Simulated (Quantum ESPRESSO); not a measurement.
# ZrMo2Au2Ag3: one run as intended and one with a planted mistake

A calculation, not a measurement. The program is pw.x of Quantum ESPRESSO 7.5 (plane-wave density functional theory). The cell is made up: eight metal atoms on a face-centred cubic lattice, with elements, volume, strain and displacements drawn at random and not relaxed, so it may be unstable or far from any real phase. PseudoDojo standard norm-conserving files set the functional (PBE unless stated); there is no spin polarisation or spin-orbit coupling, the Fermi-Dirac width of 0.25 eV means electrons at about 2900 K, and the masses in the input are unused placeholders. Heavy elements are run without spin-orbit coupling, which real alloys of them have. A spin test at this wide smearing found no moment, but such smearing suppresses magnetism that the real alloy may have.

Intended input:

```
&control calculation='scf', pseudo_dir='./dojo.nc.sr.pbe.v0_5.standard.upf', outdir='./o', disk_io='minimal', tprnfor=.true., tstress=.true. /
&system ibrav=0, nat=8, ntyp=4, nbnd=80, ecutwfc=82.02448710, nosym=.true., tot_charge=0,
 occupations='smearing', smearing='fd', degauss=0.0183746611
/
&electrons conv_thr=1.470e-08, electron_maxstep=70, mixing_beta=0.5 /
ATOMIC_SPECIES
Ag 1.0 Ag.upf
Au 1.0 Au.upf
Mo 1.0 Mo.upf
Zr 1.0 Zr.upf
CELL_PARAMETERS angstrom
0.0105 -2.0693 -2.1333
2.0906 4.0246 -2.0298
8.4376 -4.0327 4.1186
ATOMIC_POSITIONS angstrom
Zr -0.0041 0.0054 0.0892
Mo 4.2438 -2.0753 1.7961
Au 4.1929 0.1017 -0.0133
Au 8.5014 -2.1318 1.8488
Mo 2.1653 -1.9311 -0.1216
Ag 6.4583 -3.9733 1.962
Ag 2.1629 0.1592 -2.0112
Ag 6.3459 -2.2356 0.0314
K_POINTS automatic
8 5 3 1 1 1
```

The log is shortened where brackets say so; the opening notice, blank lines, dates and the lines on written files are dropped, and the path of the files is cut. It prints rydbergs, bohrs and kilobars, and counts compression as positive stress. Its total energy is the free energy E - TS of the whole cell.

Log of the intended run:

```
     Program PWSCF v.7.5
     Parallel version (MPI & OpenMP), running on       4 processor cores
     Number of MPI processes:                 4
     Threads/MPI process:                     1
     [start-up lines left out]
     bravais-lattice index     =            0
     lattice parameter (alat)  =       5.6164  a.u.
     unit-cell volume          =     970.2318 (a.u.)^3
     number of atoms/cell      =            8
     number of atomic types    =            4
     number of electrons       =       135.00
     number of Kohn-Sham states=           80
     kinetic-energy cutoff     =      82.0245  Ry
     charge density cutoff     =     328.0979  Ry
     scf convergence threshold =      1.5E-08
     mixing beta               =       0.5000
     number of iterations used =            8  plain     mixing
     Exchange-correlation= PBE
                           (   1   4   3   4   0   0   0)
     [axes and pseudopotential details left out]
   Cartesian axes
     site n.     atom                  positions (alat units)
         1        Zr     tau(   1) = (  -0.0013795   0.0018169   0.0300130  )
         2        Mo     tau(   2) = (   1.4279033  -0.6982722   0.6043303  )
         3        Au     tau(   3) = (   1.4107770   0.0342188  -0.0044750  )
         4        Au     tau(   4) = (   2.8604498  -0.7172827   0.6220622  )
         5        Mo     tau(   5) = (   0.7285543  -0.6497535  -0.0409145  )
         6        Ag     tau(   6) = (   2.1730118  -1.3368886   0.6601504  )
         7        Ag     tau(   7) = (   0.7277468   0.0535657  -0.6767046  )
         8        Ag     tau(   8) = (   2.1351928  -0.7522081   0.0105651  )
     number of k points=    60  Fermi-Dirac smearing, width (Ry)=  0.0184
                       cart. coord. in units 2pi/alat
        k(    1) = (   0.0902928  -0.0112455  -0.0757206), wk =   0.0333333
        k(    2) = (  -0.0859124   0.0499231  -0.1359213), wk =   0.0333333
     [further k points left out]
     Dense  grid:    97363 G-vectors     FFT dimensions: (  36,  60, 120)
     Estimated max dynamical RAM per process >     405.90 MB
     Estimated total dynamical RAM >       1.52 GB
     Initial potential from superposition of free atoms
     starting charge     134.9932, renormalised to     135.0000
     Starting wfcs are   80 randomized atomic wfcs
     total cpu time spent up to now is        6.7 secs
     per-process dynamical memory:   329.6 Mb
     Self-consistent Calculation
     iteration #  1     ecut=    82.02 Ry     beta= 0.50
     Davidson diagonalization with overlap
     ethr =  1.00E-02,  avg # of iterations =  5.8
     total cpu time spent up to now is       24.8 secs
     total energy              =   -1902.74248524 Ry
     estimated scf accuracy    <       4.08964687 Ry
     iteration #  2     ecut=    82.02 Ry     beta= 0.50
     Davidson diagonalization with overlap
     ethr =  3.03E-03,  avg # of iterations =  5.5
     total cpu time spent up to now is       46.2 secs
     total energy              =   -1899.96317654 Ry
     estimated scf accuracy    <      95.38249220 Ry
     [iterations 3 to 15 left out]
     iteration # 16     ecut=    82.02 Ry     beta= 0.50
     Davidson diagonalization with overlap
     ethr =  1.91E-10,  avg # of iterations =  1.0
     total cpu time spent up to now is      266.0 secs
     total energy              =   -1905.12590835 Ry
     estimated scf accuracy    <       0.00000002 Ry
     iteration # 17     ecut=    82.02 Ry     beta= 0.50
     Davidson diagonalization with overlap
     ethr =  1.12E-11,  avg # of iterations =  2.0
     total cpu time spent up to now is      281.3 secs
     End of self-consistent calculation
     [lines on levels left out]
!    total energy              =   -1905.12590835 Ry
     estimated scf accuracy    <          6.1E-09 Ry
     smearing contrib. (-TS)   =      -0.09780402 Ry
     internal energy E=F+TS    =   -1905.02810433 Ry
     The total energy is F=E-TS. E is the sum of the following terms:
     one-electron contribution =    -675.07542459 Ry
     hartree contribution      =     409.35866062 Ry
     xc contribution           =    -304.24902053 Ry
     ewald contribution        =   -1335.06231984 Ry
     convergence has been achieved in  17 iterations
     Forces acting on atoms (cartesian axes, Ry/au):
     atom    1 type  4   force =     0.04327981    0.01143758   -0.03783564
     atom    2 type  3   force =    -0.07264197    0.01116043    0.00598764
     atom    3 type  2   force =     0.02209709   -0.00292041   -0.00102417
     atom    4 type  2   force =    -0.01601490    0.01981604    0.02797730
     atom    5 type  3   force =     0.04578923   -0.02649785    0.03550342
     atom    6 type  1   force =    -0.04113360   -0.03235037    0.01938196
     atom    7 type  1   force =     0.01262211   -0.02500818    0.00843894
     atom    8 type  1   force =     0.00600222    0.04436277   -0.05842945
     Total force =     0.155724     Total SCF correction =     0.000505
     Computing stress (Cartesian axis) and pressure
          total   stress  (Ry/bohr**3)                   (kbar)     P=       15.24
   0.00009397   0.00007619  -0.00016036           13.82       11.21      -23.59
   0.00007619   0.00016618  -0.00034805           11.21       24.45      -51.20
  -0.00016036  -0.00034805   0.00005072          -23.59      -51.20        7.46
     init_run     :      6.38s CPU      6.65s WALL (       1 calls)
     electrons    :    268.24s CPU    274.59s WALL (       1 calls)
     forces       :      2.16s CPU      2.17s WALL (       1 calls)
     stress       :      7.57s CPU      7.58s WALL (       1 calls)
     [timing details left out]
     PWSCF        :   4m44.44s CPU   4m51.16s WALL
     JOB DONE.
```

A second run has one planted mistake: two atoms have their elements exchanged. The input lines that differ:

```
- Zr -0.0041 0.0054 0.0892
+ Ag -0.0041 0.0054 0.0892
- Ag 2.1629 0.1592 -2.0112
+ Zr 2.1629 0.1592 -2.0112
```

Its log:

```
     Program PWSCF v.7.5
     Parallel version (MPI & OpenMP), running on       4 processor cores
     Number of MPI processes:                 4
     Threads/MPI process:                     1
     [start-up lines left out]
     bravais-lattice index     =            0
     lattice parameter (alat)  =       5.6164  a.u.
     unit-cell volume          =     970.2318 (a.u.)^3
     number of atoms/cell      =            8
     number of atomic types    =            4
     number of electrons       =       135.00
     number of Kohn-Sham states=           80
     kinetic-energy cutoff     =      82.0245  Ry
     charge density cutoff     =     328.0979  Ry
     scf convergence threshold =      1.5E-08
     mixing beta               =       0.5000
     number of iterations used =            8  plain     mixing
     Exchange-correlation= PBE
                           (   1   4   3   4   0   0   0)
     [axes and pseudopotential details left out]
   Cartesian axes
     site n.     atom                  positions (alat units)
         1        Ag     tau(   1) = (  -0.0013795   0.0018169   0.0300130  )
         2        Mo     tau(   2) = (   1.4279033  -0.6982722   0.6043303  )
         3        Au     tau(   3) = (   1.4107770   0.0342188  -0.0044750  )
         4        Au     tau(   4) = (   2.8604498  -0.7172827   0.6220622  )
         5        Mo     tau(   5) = (   0.7285543  -0.6497535  -0.0409145  )
         6        Ag     tau(   6) = (   2.1730118  -1.3368886   0.6601504  )
         7        Zr     tau(   7) = (   0.7277468   0.0535657  -0.6767046  )
         8        Ag     tau(   8) = (   2.1351928  -0.7522081   0.0105651  )
     number of k points=    60  Fermi-Dirac smearing, width (Ry)=  0.0184
                       cart. coord. in units 2pi/alat
        k(    1) = (   0.0902928  -0.0112455  -0.0757206), wk =   0.0333333
        k(    2) = (  -0.0859124   0.0499231  -0.1359213), wk =   0.0333333
     [further k points left out]
     Dense  grid:    97363 G-vectors     FFT dimensions: (  36,  60, 120)
     Estimated max dynamical RAM per process >     405.90 MB
     Estimated total dynamical RAM >       1.52 GB
     Initial potential from superposition of free atoms
     starting charge     134.9932, renormalised to     135.0000
     Starting wfcs are   80 randomized atomic wfcs
     total cpu time spent up to now is        6.8 secs
     per-process dynamical memory:   329.6 Mb
     Self-consistent Calculation
     iteration #  1     ecut=    82.02 Ry     beta= 0.50
     Davidson diagonalization with overlap
     ethr =  1.00E-02,  avg # of iterations =  5.5
     total cpu time spent up to now is       25.1 secs
     total energy              =   -1901.85465836 Ry
     estimated scf accuracy    <       5.36754238 Ry
     iteration #  2     ecut=    82.02 Ry     beta= 0.50
     Davidson diagonalization with overlap
     ethr =  3.98E-03,  avg # of iterations =  5.2
     total cpu time spent up to now is       45.5 secs
     total energy              =   -1899.31862388 Ry
     estimated scf accuracy    <     120.49787516 Ry
     [iterations 3 to 13 left out]
     iteration # 14     ecut=    82.02 Ry     beta= 0.50
     Davidson diagonalization with overlap
     ethr =  1.50E-10,  avg # of iterations =  3.5
     total cpu time spent up to now is      227.4 secs
     total energy              =   -1905.15547380 Ry
     estimated scf accuracy    <       0.00000004 Ry
     iteration # 15     ecut=    82.02 Ry     beta= 0.50
     Davidson diagonalization with overlap
     ethr =  3.09E-11,  avg # of iterations =  2.0
     total cpu time spent up to now is      242.3 secs
     End of self-consistent calculation
     [lines on levels left out]
!    total energy              =   -1905.15547380 Ry
     estimated scf accuracy    <       0.00000001 Ry
     smearing contrib. (-TS)   =      -0.09630317 Ry
     internal energy E=F+TS    =   -1905.05917063 Ry
     The total energy is F=E-TS. E is the sum of the following terms:
     one-electron contribution =    -696.17999597 Ry
     hartree contribution      =     419.99952895 Ry
     xc contribution           =    -304.28953120 Ry
     ewald contribution        =   -1324.58917241 Ry
     convergence has been achieved in  15 iterations
     Forces acting on atoms (cartesian axes, Ry/au):
     atom    1 type  1   force =     0.01023321    0.02149761   -0.04136743
     atom    2 type  3   force =    -0.06231492   -0.00176580    0.01266468
     atom    3 type  2   force =     0.03097731   -0.00352185    0.00123641
     atom    4 type  2   force =    -0.01332171    0.02552854    0.03047469
     atom    5 type  3   force =     0.04315363   -0.02608061    0.04060660
     atom    6 type  1   force =    -0.02509484   -0.03922306    0.02451264
     atom    7 type  4   force =     0.01306556   -0.02547058   -0.00635094
     atom    8 type  1   force =     0.00330176    0.04903574   -0.06177666
     Total force =     0.152014     Total SCF correction =     0.000747
     Computing stress (Cartesian axis) and pressure
          total   stress  (Ry/bohr**3)                   (kbar)     P=       15.97
   0.00009930   0.00000019  -0.00012057           14.61        0.03      -17.74
   0.00000019   0.00020446  -0.00035709            0.03       30.08      -52.53
  -0.00012057  -0.00035709   0.00002187          -17.74      -52.53        3.22
     init_run     :      6.27s CPU      6.54s WALL (       1 calls)
     electrons    :    229.93s CPU    235.54s WALL (       1 calls)
     forces       :      2.15s CPU      2.16s WALL (       1 calls)
     stress       :      7.63s CPU      7.63s WALL (       1 calls)
     [timing details left out]
     PWSCF        :   4m 6.25s CPU   4m12.22s WALL
     JOB DONE.
```

|  | intended run | run with the mistake |
| --- | --- | --- |
| free energy (eV) | -25920.558 | -25920.961 |
| entropy term -TS, part of it (eV) | -1.331 | -1.310 |
| pressure (GPa) | 1.52 | 1.60 |
| size of the largest force component (eV/Å) | 1.868 | 1.602 |
| largest change of a force component (eV/Å) |  | 0.850 |
| iterations | 17 | 15 |

For scale, a rerun of the intended cell at a higher cutoff and on a denser mesh moved values by no more than 0.009 eV in energy, 0.09 GPa in stress and 0.016 eV/Å in force, and a second program with other atomic files agreed on that cell to 2 % rms in force and 0.5 GPa in pressure.